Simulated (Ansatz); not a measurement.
The start is a generated trial cell of WS2 in the rutile structure type. A full variable-cell relaxation at zero pressure is run with PBE (plane waves to 420 eV, PAW, scalar-relativistic; Ansatz, an electronic-structure program). The first steps use a coarse 4×4×6 k-mesh.

The start:
```yaml
crystal:
  lattice:
    - [5.87013, 0.00000, 0.00000]
    - [0.00000, 5.87013, 0.00000]
    - [0.00000, 0.00000, 3.78039]
  atoms:
    - { symbol: W, position: [0.00000, 0.00000, 0.00000] }
    - { symbol: W, position: [0.50000, 0.50000, 0.50000] }
    - { symbol: S, position: [0.30496, 0.30496, 0.00000] }
    - { symbol: S, position: [0.80496, 0.19504, 0.50000] }
    - { symbol: S, position: [0.19504, 0.80496, 0.50000] }
    - { symbol: S, position: [0.69504, 0.69504, 0.00000] }
```

Question: What pressure does the first self-consistent step give?

Answer: -13 GPa (negative: the cell is under tension).

Question: Which atoms feel the largest initial force, and how large is it?

Answer: About 0.3 eV/Å, on S3, S4, S5, S6 (atoms numbered as listed).

Question: By how much does the energy per atom fall from start to end?

Answer: 0.24 eV/atom.

Question: How does the volume per atom move from start to end?

Answer: -14.3 %, from 21.71 to 18.61 Å³/atom.

Question: How do the shortest distances between atoms change?

Answer: The closest pairs of elements (up to four, under 3.6 Å), start → end: S–W 2.49 → 2.38 Å; W–W 3.78 → 3.23 Å; S–S 3.24 → 3.23 Å.

Question: Give the final cell and atomic positions.

Answer: 
```cif
data_S4W2
_chemical_formula_sum 'W2 S4'
_space_group_name_H-M_alt 'P42/mnm'
_space_group_IT_number 136
_space_group_name_Hall '-P 4n 2n'
_cell_length_a 5.87797
_cell_length_b 5.87797
_cell_length_c 3.23138
_cell_angle_alpha 90.000
_cell_angle_beta 90.000
_cell_angle_gamma 90.000
loop_
_atom_site_label
_atom_site_type_symbol
_atom_site_symmetry_multiplicity
_atom_site_Wyckoff_symbol
_atom_site_fract_x
_atom_site_fract_y
_atom_site_fract_z
_atom_site_occupancy
W1 W 2 a 0.00000 0.00000 0.00000 1
S1 S 4 g 0.21330 0.21330 0.50000 1
```

The space group stays P4₂/mnm (No. 136) (the run could not lower it); the end is rutile type, with 6 atoms in the primitive cell. Final values are on a 8×8×14 k-mesh of the relaxed cell. No spin polarisation in the result.

The run could not lower the symmetry of its start; a shaken copy of this end point relaxes with PBE to Pnnm (No. 58), 0.03 eV/atom lower.

The relaxed structure here is a generated cell of WS2: the first start was made by placing the elements on the sites of a structure type, and the end was not matched to a known phase here, so it may be hypothetical. Known forms of WS2 include space group No. 194.
